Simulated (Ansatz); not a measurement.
NbC2 (MoSi2 or CaC2 type, I4/mmm) at seven volumes, the program Ansatz at the PBE level (PAW), shape and atoms relaxed at each. One row is withheld.

```json
[
 {"V (Å³/atom)": "9.141", "P (GPa)": "26.36"},
 {"V (Å³/atom)": "9.442", "P (GPa)": "15.97"},
 {"V (Å³/atom)": "9.744", "P (GPa)": "7.25"},
 {"V (Å³/atom)": "10.045", "P (GPa)": "0.00"},
 {"V (Å³/atom)": "10.347", "P (GPa)": "-6.03"},
 {"V (Å³/atom)": "10.648", "P (GPa)": "-11.05"},
 {"V (Å³/atom)": "10.949", "P (GPa)": "?"}
]
```

Q: Fit the shown pressures and predict the withheld one.

A: P = (3/2)B₀(x^(7/2) − x^(5/2))[1 + (3/4)(B′ − 4)(x − 1)] with x = (V₀/V)^(2/3). Least squares on the six rows gives V₀ = 10.046 Å³/atom, B₀ = 220 GPa, B′ = 5.06. At V = 10.949, x = 0.9442 and P = -15.24 GPa. The run itself gave -15.17 GPa.

The start of the workflow was typed in or built on a structure type; neither database checked (COD, Materials Project) lists it. Whether it is the stable phase at ambient conditions was not checked. The PBE relaxation kept the symmetry of its start; its stability against distortions is not shown here. No spin polarisation was allowed. The volume moved by -28 % from the start of the relaxation. Its formation energy is positive at this level, so the cell may be metastable or incomplete.

Potentials: the earlier of the program's two PAW sets.
